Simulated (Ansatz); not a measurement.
MoS₂ (space group R3m)

```
CELL_PARAMETERS angstrom
      1.56315     0.90249     5.99097
     -1.56315     0.90249     5.99097
      0.00000    -1.80497     5.99097
ATOMIC_POSITIONS crystal
  Mo 0.99976 0.99976 0.99976
  S  0.41948 0.41948 0.41948
  S  0.24678 0.24678 0.24678
```

The slice is a (0001) plane (indices of the conventional cell) through the point (0.247, 0.247, 0.247) (fractional), spanned by u = [1 0 -1] and v = [-1 2 -1] in vectors of this cell: u (3.13 Å) and v (5.41 Å, at 90° to u). It covers one period; positions are fractions (u, v).

Computed with LDA (plane waves to 420 eV, PAW, scalar-relativistic; Ansatz, a program for electronic structure). k mesh 12×12×12. These are valence fields of a PAW run, semicore shells included where kept as valence: close to a nucleus they are smooth pseudo fields. MoS2 is run without spin polarisation. MoS2 was relaxed with its symmetry unable to fall. This is one of several known forms of MoS2; the measured ambient cells at hand have space group No. 194.

Predict the map of the electron localisation function (ELF) on the slice.


| v \ u | 0.00 | 0.14 | 0.29 | 0.43 | 0.57 | 0.71 | 0.86 |
|---|---|---|---|---|---|---|---|
| 0.92 | x | 0.81 | 0.80 | 0.30 | 0.30 | 0.80 | 0.81 |
| 0.83 | 0.77 | 0.74 | 0.47 | 0.20 | 0.20 | 0.47 | 0.74 |
| 0.75 | 0.25 | 0.18 | 0.19 | 0.35 | 0.35 | 0.19 | 0.18 |
| 0.67 | 0.05 | 0.16 | 0.62 | 0.82 | 0.82 | 0.62 | 0.16 |
| 0.58 | 0.09 | 0.48 | 0.79 | 0.64 | 0.64 | 0.79 | 0.48 |
| 0.50 | 0.17 | 0.64 | 0.80 | x | x | 0.80 | 0.64 |
| 0.42 | 0.19 | 0.59 | 0.86 | 0.62 | 0.62 | 0.86 | 0.59 |
| 0.33 | 0.17 | 0.29 | 0.65 | 0.77 | 0.77 | 0.65 | 0.29 |
| 0.25 | 0.39 | 0.26 | 0.16 | 0.23 | 0.23 | 0.16 | 0.26 |
| 0.17 | 0.84 | 0.76 | 0.38 | 0.07 | 0.07 | 0.38 | 0.76 |
| 0.08 | x | 0.75 | 0.71 | 0.18 | 0.18 | 0.71 | 0.75 |
| 0.00 | x | x | 0.81 | 0.31 | 0.31 | 0.81 | x |

Values: electron localisation function (ELF). Points within 0.5 Å of a nucleus are blanked (x), as the pseudised field means little there.
